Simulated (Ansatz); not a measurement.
GaSb:
```
CELL_PARAMETERS angstrom
      0.00000     3.06629     3.06629
      3.06629     0.00000     3.06629
      3.06629     3.06629     0.00000
ATOMIC_POSITIONS crystal
  Ga 0.00000 0.00000 0.00000
  Sb 0.25000 0.25000 0.25000
```

r²SCAN in the plane-wave PAW code Ansatz gives a gap of 0.42 eV without spin–orbit coupling, maximum at Γ, minimum at Γ.

Q: What happens when spin–orbit coupling is switched on?

A: The gap decreases by 0.22 eV, to 0.20 eV; maximum at Γ, minimum at Γ.

Q: How large is the spin–orbit splitting of the valence top at Γ?

A: The fourfold level lies 0.70 eV above the split-off pair.

Q: Give the electron effective mass with spin–orbit coupling.

A: 0.014 mₑ (isotropic).

Q: Give the hole effective mass with spin–orbit coupling, band 1 of 2 at the edge.

A: 0.23 along [100], 0.42 along [110], 0.57 along [111] (mₑ).

Q: Give the hole effective mass with spin–orbit coupling, band 2 of 2 at the edge.

A: 0.015 along [100], 0.015 along [110], 0.015 along [111] (mₑ).

Q: Give the Z2 indices of the occupied bands with spin–orbit coupling.

A: 0;(000).

Space group F-43m (zinc blende). Symmetry was held in the r²SCAN relaxation; of distortions, only those at the zone centre were tested.

Potentials: the earlier of the program's two PAW sets.
